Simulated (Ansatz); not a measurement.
Theory: DFT PBE, scalar-relativistic, plane waves, PAW in Ansatz 0.2.0. Settings: cutoff 420 eV, Γ-centred meshes spaced at most about 0.3 Å⁻¹, and about 0.25 Å⁻¹ or finer for metals (2π included), Gaussian smearing. Collinear spin in cells that started with moments and kept them past the coarse steps, no spin elsewhere.

These are static total energies at zero pressure.

Two relaxed structures of Be3Se2O:

A. (no spin)

```
CELL_PARAMETERS angstrom
4.15774 0.00000 0.00000
-2.07887 3.60071 0.00000
0.00000 0.00000 6.82049
ATOMIC_POSITIONS crystal
Be 0.50000 0.00000 0.50000
Be 0.00000 0.50000 0.50000
Be 0.50000 0.50000 0.50000
Se 0.00000 0.00000 0.28193
Se 0.00000 0.00000 0.71807
O 0.00000 0.00000 0.00000
```

B. (site moments O 1.0 μB)

```
CELL_PARAMETERS angstrom
5.81400 0.00000 0.00000
-2.90700 5.03507 0.00000
0.00000 0.00000 3.19872
ATOMIC_POSITIONS crystal
Be 0.00000 0.50000 0.00000
Be 0.50000 0.00000 0.00000
Be 0.50000 0.50000 0.00000
Se 0.33333 0.66667 0.50000
Se 0.66667 0.33333 0.50000
O 0.00000 0.00000 0.50000
```

Task: Which would you expect to be lower, and how large is the difference?

Result: A is lower, by 0.38 eV/atom. A has space group P6/mmm (No. 191), 17.0 Å³/atom and no gap on its mesh; B has space group P6/mmm (No. 191), 15.6 Å³/atom and no gap. Counting O or Se atoms around Be (for each partner element, those within 1.25 times its shortest distance or 1.15 times the sum of covalent radii, where it is the nearest in units of that sum or under 1.3; the shortest distance is added where it is long for a bond), A has Be 4 from 2.6 Å and B has Be 4. Their magnetic states differ too. The lower one is the more open, so pressure narrows the difference. Even the lower one lies +0.10 eV/atom against the reference forms of the elements (uncorrected), a margin that errors in the energy of the gaseous reference can exceed. In A, Be has 4 Be at 2.08 Å and 4 Se at 2.56 Å; Se is surrounded by 1 O at 1.92 Å and 6 Be at 2.56 Å; O is surrounded by 2 Se at 1.92 Å. In B, Be has 4 Se at 2.32 Å, 4 Be at 2.91 Å, 2 Be at 3.20 Å and 4 O at 3.32 Å; Se is surrounded by 6 Be at 2.32 Å, 5 Se at 3.20–3.36 Å and 3 O at 3.36 Å; around O lie 2 O at 3.20 Å, 12 Be at 3.32 Å and 6 Se at 3.36 Å (long contacts). Both come from invented guesses. A third cell relaxed alike, in P6_3/mmc, lies 0.91 eV/atom below the lower of the two.

The zero gap of P6/mmm at 17.0 Å³/atom may come from the functional, which often closes small gaps. Another magnetic order may lie lower. Cells relaxed within their symmetry can be saddle points.
